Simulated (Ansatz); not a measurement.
Level of theory: DFT PBE, scalar-relativistic, plane waves, PAW in Ansatz 0.2.0. Several structures of Al3BiO3 from a search were relaxed, and the powder pattern of one of them was computed from 10° to 70° in 2θ (λ = 1.5406 Å).

Cu Kα1 powder pattern (kinematic, no thermal factors).
```csv
2θ (°),relative intensity
12.30,100
18.49,34
24.74,27
31.07,11
33.93,29
34.52,46
36.22,59
37.49,9
38.92,38
42.45,41
44.04,5
46.66,16
50.74,1
51.45,18
56.73,15
57.64,3
60.72,13
61.10,6
62.22,10
62.45,14
64.06,8
64.77,2
66.59,11
68.59,7
69.78,7
```

Question: Which structure gives it?
A.

Space group Pm (No. 6). a = 6.555 Å, b = 3.240 Å, c = 6.674 Å, α = 90.00°, β = 90.41°, γ = 90.00°
| atom | site | symmetry | x | y | z |
| --- | --- | --- | --- | --- | --- |
| Al | 1b | m | 0.1612 | 0.5000 | 0.5428 |
| Al | 1a | m | 0.3845 | 0.0000 | 0.8713 |
| Al | 1b | m | 0.7959 | 0.5000 | 0.8485 |
| Bi | 1b | m | 0.1338 | 0.5000 | 0.1187 |
| O | 1a | m | 0.6593 | 0.0000 | 0.8888 |
| O | 1a | m | 0.2841 | 0.0000 | 0.6154 |
| O | 1b | m | 0.9147 | 0.5000 | 0.6225 |

B.

Space group P31m (No. 157). a = 5.148 Å, b = 5.148 Å, c = 6.929 Å, α = 90.00°, β = 90.00°, γ = 120.00°
```json
{"atom": "Al", "site": "3c", "symmetry": "..m", "x": "0.6828", "y": "0.0000", "z": "0.7221"}
{"atom": "Bi", "site": "1a", "symmetry": "3.m", "x": "0.0000", "y": "0.0000", "z": "0.0514"}
{"atom": "O", "site": "3c", "symmetry": "..m", "x": "0.3530", "y": "0.0000", "z": "0.6287"}
```

C.

Space group P3m1 (No. 156). a = 3.048 Å, b = 3.048 Å, c = 14.382 Å, α = 90.00°, β = 90.00°, γ = 120.00°
```
atom  site  symmetry       x       y       z
  Al    1b       3m. 0.3333  0.6667  0.6148
  Al    1a       3m. 0.0000  0.0000  0.4091
  Al    1b       3m. 0.3333  0.6667  0.1306
  Bi    1a       3m. 0.0000  0.0000  0.9426
   O    1b       3m. 0.3333  0.6667  0.4942
   O    1a       3m. 0.0000  0.0000  0.6523
   O    1c       3m. 0.6667  0.3333  0.3616
```

Answer: C. Its strongest line, at 2θ = 12.30°, has d = λ/(2 sin θ) = 7.191 Å and is the (0 0 2) reflection of the conventional P3m1 cell with a = 3.048 Å, c = 14.382 Å. The others have their strongest lines at 13.5° (Pm); 23.7° (P31m). In energy it lies 10 meV/atom above the lowest of those shown.

These are computed cells and needn't be stable.
